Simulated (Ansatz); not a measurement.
A geometry of In2Ag away from equilibrium: step 2 of the relaxation of a relaxed In2Ag cell with every coordinate shifted by Gaussian noise of σ = 0.2 Å. Computed with PBEsol (plane waves to 420 eV, PAW, scalar-relativistic; Ansatz, an electronic-structure program). Γ-centred k-mesh 8×8×7 on the run's cell (coarser than for final values), Fermi–Dirac smearing 0.05 eV.

```xyz
6
Lattice="-3.4493 3.4512 2.8064 3.4575 -3.4455 2.8095 3.4217 3.4179 -2.7995" Properties=species:S:1:pos:R:3 pbc="T T T"
In     1.1264     2.4225    -0.0415
In     2.3314     1.0920     2.8212
In     4.6171     1.2273     0.1523
In    -0.9449     2.5583     2.5636
Ag    -0.3359     0.0111     4.2000
Ag     0.1534    -0.0512     1.3859
```

### Question
Which atoms carry the largest force, and which way does it point?

### Answer
1.17 eV/Å, on Ag5 (atoms numbered as listed); on Ag5 its components are (1.05, 0.49, 0.21).

### Question
What is the pressure?

### Answer
+0.2 GPa, compression positive.

### Question
How far above the relaxed end point is this geometry?

### Answer
0.05 eV/atom; the path ends in C2/m (No. 12) at a tolerance of 0.01 Å, I4/mcm (No. 140) at 0.1 Å.

No spin polarisation in the result.

The cell that was disturbed is our relaxation of an entry of Materials Project.
